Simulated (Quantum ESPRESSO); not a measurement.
# PtCu4GaWMo: one run as intended and one with a planted mistake

A calculation, not a measurement. The program is pw.x of Quantum ESPRESSO 7.5 (plane-wave density functional theory). The cell is made up: eight metal atoms on a face-centred cubic lattice, with elements, volume, strain and displacements drawn at random and not relaxed, so it may be unstable or far from any real phase. PseudoDojo standard norm-conserving files set the functional (PBE unless stated); there is no spin polarisation or spin-orbit coupling, the Fermi-Dirac width of 0.25 eV means electrons at about 2900 K, and the masses in the input are unused placeholders. The copper pseudopotential is less sure than most, with forces differing by about three percent and pressure by about two GPa from a second method on plain copper. Heavy elements are run without spin-orbit coupling, which real alloys of them have. A spin test at this wide smearing found no moment, but such smearing suppresses magnetism that the real alloy may have.

Intended input:

```
&control calculation='scf', pseudo_dir='./dojo.nc.sr.pbe.v0_5.standard.upf', outdir='./o', disk_io='minimal', tprnfor=.true., tstress=.true. /
&system ibrav=0, nat=8, ntyp=5, nbnd=81, ecutwfc=92.02030273, nosym=.true., tot_charge=0,
 occupations='smearing', smearing='fd', degauss=0.0183746611
/
&electrons conv_thr=1.470e-08, electron_maxstep=70, mixing_beta=0.5 /
ATOMIC_SPECIES
Cu 1.0 Cu.upf
Ga 1.0 Ga.upf
Mo 1.0 Mo.upf
Pt 1.0 Pt.upf
W 1.0 W.upf
CELL_PARAMETERS angstrom
0.018 -0.0127 -3.8493
3.851 -0.0073 -0.018
0.0145 -7.4582 -0.0254
ATOMIC_POSITIONS angstrom
Pt 0.0746 0.1248 0.0939
Cu 0.0302 -3.7787 -0.0827
Cu 2.0099 -1.9592 0.0123
Cu 2.009 -5.5662 -0.0701
Cu 0.0365 -1.7856 -1.9749
Ga 0.0677 -5.579 -2.0649
W 1.9138 -0.1497 -1.8476
Mo 1.7912 -3.6619 -1.9056
K_POINTS automatic
6 6 3 1 1 1
```

The log is shortened where brackets say so; the opening notice, blank lines, dates and the lines on written files are dropped, and the path of the files is cut. It prints rydbergs, bohrs and kilobars, and counts compression as positive stress. Its total energy is the free energy E - TS of the whole cell.

Log of the intended run:

```
     Program PWSCF v.7.5
     Parallel version (MPI & OpenMP), running on       4 processor cores
     Number of MPI processes:                 4
     Threads/MPI process:                     1
     [start-up lines left out]
     bravais-lattice index     =            0
     lattice parameter (alat)  =       7.2742  a.u.
     unit-cell volume          =     746.0535 (a.u.)^3
     number of atoms/cell      =            8
     number of atomic types    =            5
     number of electrons       =       135.00
     number of Kohn-Sham states=           81
     kinetic-energy cutoff     =      92.0203  Ry
     charge density cutoff     =     368.0812  Ry
     scf convergence threshold =      1.5E-08
     mixing beta               =       0.5000
     number of iterations used =            8  plain     mixing
     Exchange-correlation= PBE
                           (   1   4   3   4   0   0   0)
     [axes and pseudopotential details left out]
   Cartesian axes
     site n.     atom                  positions (alat units)
         1        Pt     tau(   1) = (   0.0193798   0.0324209   0.0243936  )
         2        Cu     tau(   2) = (   0.0078455  -0.9816429  -0.0214841  )
         3        Cu     tau(   3) = (   0.5221383  -0.5089673   0.0031953  )
         4        Cu     tau(   4) = (   0.5219045  -1.4460055  -0.0182108  )
         5        Cu     tau(   5) = (   0.0094821  -0.4638690  -0.5130459  )
         6        Ga     tau(   6) = (   0.0175873  -1.4493307  -0.5364264  )
         7        W      tau(   7) = (   0.4971732  -0.0388896  -0.4799755  )
         8        Mo     tau(   8) = (   0.4653237  -0.9513002  -0.4950429  )
     number of k points=    54  Fermi-Dirac smearing, width (Ry)=  0.0184
                       cart. coord. in units 2pi/alat
        k(    1) = (   0.0827493  -0.0855784  -0.0826654), wk =   0.0370370
        k(    2) = (   0.0833963   0.2585100  -0.0837976), wk =   0.0370370
     [further k points left out]
     Dense  grid:    88991 G-vectors     FFT dimensions: (  45,  45,  90)
     Estimated max dynamical RAM per process >     370.61 MB
     Estimated total dynamical RAM >       1.38 GB
     Initial potential from superposition of free atoms
     starting charge     134.9940, renormalised to     135.0000
     Starting wfcs are   79 randomized atomic wfcs +    2 random wfcs
     total cpu time spent up to now is        9.2 secs
     per-process dynamical memory:   289.5 Mb
     Self-consistent Calculation
     iteration #  1     ecut=    92.02 Ry     beta= 0.50
     Davidson diagonalization with overlap
     ethr =  1.00E-02,  avg # of iterations =  3.0
     total cpu time spent up to now is       34.2 secs
     total energy              =   -2220.21006433 Ry
     estimated scf accuracy    <       5.13190249 Ry
     iteration #  2     ecut=    92.02 Ry     beta= 0.50
     Davidson diagonalization with overlap
     ethr =  3.80E-03,  avg # of iterations =  3.0
     total cpu time spent up to now is       60.3 secs
     total energy              =   -2221.00681750 Ry
     estimated scf accuracy    <      22.73963235 Ry
     [iterations 3 to 16 left out]
     iteration # 17     ecut=    92.02 Ry     beta= 0.50
     Davidson diagonalization with overlap
     ethr =  1.89E-11,  avg # of iterations =  2.0
     total cpu time spent up to now is      369.2 secs
     total energy              =   -2223.14213918 Ry
     estimated scf accuracy    <       0.00000002 Ry
     iteration # 18     ecut=    92.02 Ry     beta= 0.50
     Davidson diagonalization with overlap
     ethr =  1.26E-11,  avg # of iterations =  2.0
     total cpu time spent up to now is      390.0 secs
     End of self-consistent calculation
     [lines on levels left out]
!    total energy              =   -2223.14213918 Ry
     estimated scf accuracy    <          2.8E-09 Ry
     smearing contrib. (-TS)   =      -0.10713519 Ry
     internal energy E=F+TS    =   -2223.03500398 Ry
     The total energy is F=E-TS. E is the sum of the following terms:
     one-electron contribution =   -1043.86580438 Ry
     hartree contribution      =     610.20761668 Ry
     xc contribution           =    -329.75473712 Ry
     ewald contribution        =   -1459.62207917 Ry
     convergence has been achieved in  18 iterations
     Forces acting on atoms (cartesian axes, Ry/au):
     atom    1 type  4   force =    -0.01367440   -0.05192549   -0.03501109
     atom    2 type  1   force =    -0.01903796    0.01976044    0.01173784
     atom    3 type  1   force =    -0.00130428    0.01039457    0.00147790
     atom    4 type  1   force =    -0.00475746    0.00826248    0.00307216
     atom    5 type  1   force =    -0.02152321   -0.03400970    0.01078682
     atom    6 type  2   force =    -0.02818334    0.02610309    0.03527849
     atom    7 type  5   force =     0.02406731    0.03843211   -0.00842140
     atom    8 type  3   force =     0.06441333   -0.01701750   -0.01892072
     Total force =     0.128811     Total SCF correction =     0.000479
     Computing stress (Cartesian axis) and pressure
          total   stress  (Ry/bohr**3)                   (kbar)     P=       60.43
   0.00029498   0.00006216   0.00003702           43.39        9.14        5.45
   0.00006216   0.00049458  -0.00001019            9.14       72.75       -1.50
   0.00003702  -0.00001019   0.00044287            5.45       -1.50       65.15
     init_run     :      8.60s CPU      9.05s WALL (       1 calls)
     electrons    :    372.40s CPU    380.75s WALL (       1 calls)
     forces       :      3.05s CPU      3.06s WALL (       1 calls)
     stress       :     10.78s CPU     10.78s WALL (       1 calls)
     [timing details left out]
     PWSCF        :   6m35.02s CPU   6m43.95s WALL
     JOB DONE.
```

A second run has one planted mistake: the cell and the positions are scaled by a wrong factor. The input lines that differ:

```
- 0.018 -0.0127 -3.8493
- 3.851 -0.0073 -0.018
- 0.0145 -7.4582 -0.0254
+ 0.0177 -0.0125 -3.7893
+ 3.7909 -0.0072 -0.0177
+ 0.0143 -7.3419 -0.025
- Pt 0.0746 0.1248 0.0939
- Cu 0.0302 -3.7787 -0.0827
- Cu 2.0099 -1.9592 0.0123
- Cu 2.009 -5.5662 -0.0701
- Cu 0.0365 -1.7856 -1.9749
- Ga 0.0677 -5.579 -2.0649
- W 1.9138 -0.1497 -1.8476
- Mo 1.7912 -3.6619 -1.9056
+ Pt 0.0734 0.1229 0.0924
+ Cu 0.0297 -3.7198 -0.0814
+ Cu 1.9785 -1.9286 0.0121
+ Cu 1.9777 -5.4794 -0.069
+ Cu 0.0359 -1.7577 -1.9441
+ Ga 0.0666 -5.492 -2.0327
+ W 1.8839 -0.1474 -1.8188
+ Mo 1.7633 -3.6048 -1.8759
```

Its log:

```
     Program PWSCF v.7.5
     Parallel version (MPI & OpenMP), running on       4 processor cores
     Number of MPI processes:                 4
     Threads/MPI process:                     1
     [start-up lines left out]
     bravais-lattice index     =            0
     lattice parameter (alat)  =       7.1609  a.u.
     unit-cell volume          =     711.6893 (a.u.)^3
     number of atoms/cell      =            8
     number of atomic types    =            5
     number of electrons       =       135.00
     number of Kohn-Sham states=           81
     kinetic-energy cutoff     =      92.0203  Ry
     charge density cutoff     =     368.0812  Ry
     scf convergence threshold =      1.5E-08
     mixing beta               =       0.5000
     number of iterations used =            8  plain     mixing
     Exchange-correlation= PBE
                           (   1   4   3   4   0   0   0)
     [axes and pseudopotential details left out]
   Cartesian axes
     site n.     atom                  positions (alat units)
         1        Pt     tau(   1) = (   0.0193700   0.0324329   0.0243841  )
         2        Cu     tau(   2) = (   0.0078377  -0.9816428  -0.0214812  )
         3        Cu     tau(   3) = (   0.5221196  -0.5089511   0.0031931  )
         4        Cu     tau(   4) = (   0.5219084  -1.4459954  -0.0182089  )
         5        Cu     tau(   5) = (   0.0094739  -0.4638512  -0.5130415  )
         6        Ga     tau(   6) = (   0.0175755  -1.4493205  -0.5364228  )
         7        W      tau(   7) = (   0.4971549  -0.0388984  -0.4799753  )
         8        Mo     tau(   8) = (   0.4653290  -0.9512947  -0.4950438  )
     number of k points=    54  Fermi-Dirac smearing, width (Ry)=  0.0184
                       cart. coord. in units 2pi/alat
        k(    1) = (   0.0827510  -0.0855787  -0.0826659), wk =   0.0370370
        k(    2) = (   0.0833993   0.2585119  -0.0837979), wk =   0.0370370
     [further k points left out]
     Dense  grid:    84827 G-vectors     FFT dimensions: (  45,  45,  90)
     Estimated max dynamical RAM per process >     355.01 MB
     Estimated total dynamical RAM >       1.33 GB
     Initial potential from superposition of free atoms
     starting charge     134.9940, renormalised to     135.0000
     Starting wfcs are   79 randomized atomic wfcs +    2 random wfcs
     total cpu time spent up to now is        9.0 secs
     per-process dynamical memory:   277.6 Mb
     Self-consistent Calculation
     iteration #  1     ecut=    92.02 Ry     beta= 0.50
     Davidson diagonalization with overlap
     ethr =  1.00E-02,  avg # of iterations =  3.0
     total cpu time spent up to now is       33.8 secs
     total energy              =   -2220.23905648 Ry
     estimated scf accuracy    <       5.07341234 Ry
     iteration #  2     ecut=    92.02 Ry     beta= 0.50
     Davidson diagonalization with overlap
     ethr =  3.76E-03,  avg # of iterations =  2.9
     total cpu time spent up to now is       60.8 secs
     total energy              =   -2221.22079358 Ry
     estimated scf accuracy    <      20.12734083 Ry
     [iterations 3 to 16 left out]
     iteration # 17     ecut=    92.02 Ry     beta= 0.50
     Davidson diagonalization with overlap
     ethr =  4.10E-11,  avg # of iterations =  2.0
     total cpu time spent up to now is      417.8 secs
     total energy              =   -2223.11578682 Ry
     estimated scf accuracy    <       0.00000005 Ry
     iteration # 18     ecut=    92.02 Ry     beta= 0.50
     Davidson diagonalization with overlap
     ethr =  3.50E-11,  avg # of iterations =  1.0
     total cpu time spent up to now is      438.7 secs
     End of self-consistent calculation
     [lines on levels left out]
!    total energy              =   -2223.11578682 Ry
     estimated scf accuracy    <          2.6E-09 Ry
     smearing contrib. (-TS)   =      -0.10273649 Ry
     internal energy E=F+TS    =   -2223.01305033 Ry
     The total energy is F=E-TS. E is the sum of the following terms:
     one-electron contribution =   -1007.27379921 Ry
     hartree contribution      =     597.06246230 Ry
     xc contribution           =    -330.05303574 Ry
     ewald contribution        =   -1482.74867768 Ry
     convergence has been achieved in  18 iterations
     Forces acting on atoms (cartesian axes, Ry/au):
     atom    1 type  4   force =    -0.01906824   -0.06066828   -0.04393732
     atom    2 type  1   force =    -0.02345346    0.02225350    0.01426173
     atom    3 type  1   force =    -0.00083624    0.01067437    0.00238406
     atom    4 type  1   force =    -0.00502103    0.01190036    0.00445715
     atom    5 type  1   force =    -0.02601896   -0.04345663    0.01299101
     atom    6 type  2   force =    -0.03376607    0.03360164    0.04231856
     atom    7 type  5   force =     0.03165266    0.04524043   -0.00943293
     atom    8 type  3   force =     0.07651135   -0.01954540   -0.02304227
     Total force =     0.155658     Total SCF correction =     0.000205
     Computing stress (Cartesian axis) and pressure
          total   stress  (Ry/bohr**3)                   (kbar)     P=      169.69
   0.00102414   0.00007716   0.00005038          150.66       11.35        7.41
   0.00007716   0.00123412  -0.00000283           11.35      181.55       -0.42
   0.00005038  -0.00000283   0.00120226            7.41       -0.42      176.86
     init_run     :      8.43s CPU      8.76s WALL (       1 calls)
     electrons    :    421.20s CPU    429.71s WALL (       1 calls)
     forces       :      3.23s CPU      3.23s WALL (       1 calls)
     stress       :     11.27s CPU     11.28s WALL (       1 calls)
     [timing details left out]
     PWSCF        :   7m24.35s CPU   7m33.32s WALL
     JOB DONE.
```

|  | intended run | run with the mistake |
| --- | --- | --- |
| free energy (eV) | -30247.390 | -30247.031 |
| entropy term -TS, part of it (eV) | -1.458 | -1.398 |
| pressure (GPa) | 6.04 | 16.97 |
| size of the largest force component (eV/Å) | 1.656 | 1.967 |
| largest change of a force component (eV/Å) |  | 0.311 |
| iterations | 18 | 18 |

For scale, a rerun of the intended cell at a higher cutoff and on a denser mesh moved values by no more than 0.005 eV in energy, 0.04 GPa in stress and 0.010 eV/Å in force, and a second program with other atomic files agreed on that cell to 2 % rms in force and 0.5 GPa in pressure.